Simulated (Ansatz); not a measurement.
Input:

NaCoO2:
Space group R-3m, hexagonal axes (No. 166); a = b = 2.890 Å, c = 15.366 Å, α = β = 90.00°, γ = 120.00°

```tsv
atom	site	symmetry	x	y	z
Na	3a	-3m	0.0000	0.0000	0.0000
Co	3b	-3m	0.0000	0.0000	0.5000
O	6c	3m	0.0000	0.0000	0.2292
```
(The calculation used a cell of 4 atoms; values per cell refer to that cell.)

This is the PBEsol-relaxed structure.

Q: All from the program Ansatz at the PBEsol level (PAW), unless another level is named. Predict the Bader charges.

A: Na +0.84, Co +1.29, O -1.06 e.

Q: Give the Born charges (a third of the trace).

A: Na +1.14, Co +1.97, O -1.55 e.

Q: Give the electronic dielectric constant ε∞ (DFPT).

A: 10.0 (xx = yy), 4.14 (zz).

The workflow started from a Materials Project entry (that database holds measured and hypothetical structures alike); the Crystallography Open Database copy checked does not list it. Whether it is the stable phase at ambient conditions was not checked. Symmetry was held in the PBEsol relaxation; whether a distortion lowers the energy is not shown. The run is not spin-polarised. No Hubbard U is applied.

Potentials: the later of the program's two PAW sets.
